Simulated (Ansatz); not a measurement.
**InP: computed property card**

InP:
```
CELL_PARAMETERS angstrom
      4.18191     0.00000     0.00000
     -2.09096     3.62164     0.00000
      0.00000     0.00000     9.39113
ATOMIC_POSITIONS crystal
  In 0.00000 0.49945 0.66667
  In 0.50055 0.50055 0.00000
  In 0.49945 0.00000 0.33333
  P  0.00000 0.49971 0.16667
  P  0.50029 0.50029 0.50000
  P  0.49971 0.00000 0.83333
```

Space group P6_422 (No. 181); conventional cell a = 4.1819 Å, b = 4.1819 Å, c = 9.3911 Å, α = 90.00°, β = 90.00°, γ = 120.00°.

Method: DFT-PBE in the program Ansatz with PAW potentials. Structure relaxed to zero pressure with the same functional. Other levels are named where they apply.

Cell and energy:

| Property | Value |
|---|---|
| Volume per atom | 23.71 Å³ |
| Density | 5.11 g/cm³ |
| Formation energy from the elements (no fitted shifts) | -0.070 eV/atom |

Electronic structure:

| Item | Result |
|---|---|
| Electronic character | no gap, with almost no states at the Fermi level (zero-gap or semimetallic) |
| Density of states at the Fermi level | 0.00 states/eV per atom (mean over ±0.08 eV) |

The start of the workflow was typed in or built on a structure type; neither database checked (COD, Materials Project) lists it. It is not the phase usual at ambient conditions (space group No. 216). The cell was relaxed with PBE under the symmetry of its start; whether a distortion lowers the energy is not shown. Point labels and valley counts follow the cell and symmetry of the run, lower than the named group. The references are the lowest solids computed at this level, not always the standard phases. Spin–orbit coupling is left out wherever it is not named.

Potentials: the earlier of the program's two PAW sets.
